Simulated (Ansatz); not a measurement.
Band structure of YHg

```
Y Hg
1.0
     3.68200    0.00000    0.00000
     0.00000    3.68200    0.00000
     0.00000    0.00000    3.68200
Y Hg
1 1
Direct
  0.50000 0.50000 0.50000
  0.00000 0.00000 0.00000
```

Atoms are numbered in the order listed.

The geometry is COD entry 1523310, unchecked; take it as a test cell.

Spin polarisation is left out, and whether a magnetic state lies lower isn't shown here.

No spin–orbit coupling, which matters for the heavy atoms here.

All numbers below come from Ansatz 0.2.0, DFT, LDA, all-electron LAPW, scalar-relativistic.

Numerical set-up: a Γ-centred 11×11×11 k mesh, Fermi–Dirac smearing of 0.08 eV, basis error target 0.25 meV/atom, no spin polarisation.

Points in fractions of the reciprocal vectors of this cell: Γ (0, 0, 0), X (0, 0.5, 0), M (0.5, 0.5, 0), R (0.5, 0.5, 0.5). The path joins them by straight lines in the order Γ–X–M–Γ–R–X–R–M; legs that retrace an earlier one aren't tabulated. Energies are in eV from the Fermi level.

Task: List the levels at Γ between -14 and 4 eV.

Result: -8.00, -7.75 (×2), -7.17 (×3), 0.26 (×2), 3.81 (×3).

Task: List the levels at R between -14 and 4 eV.

Result: -7.49 (×3), -6.75 (×2), -2.01, -1.99 (×3).

Task: List the levels at X between -14 and 4 eV.

Result: -7.59, -7.36, -7.28 (×2), -7.10, -5.02, -3.62, 0.00, 1.02 (×2), 3.54.

Task: What is the band gap?

Result: none: with an odd electron count and no spin polarisation the bands can't all be full, a metal in this set-up (spin order or a larger cell could open a gap).
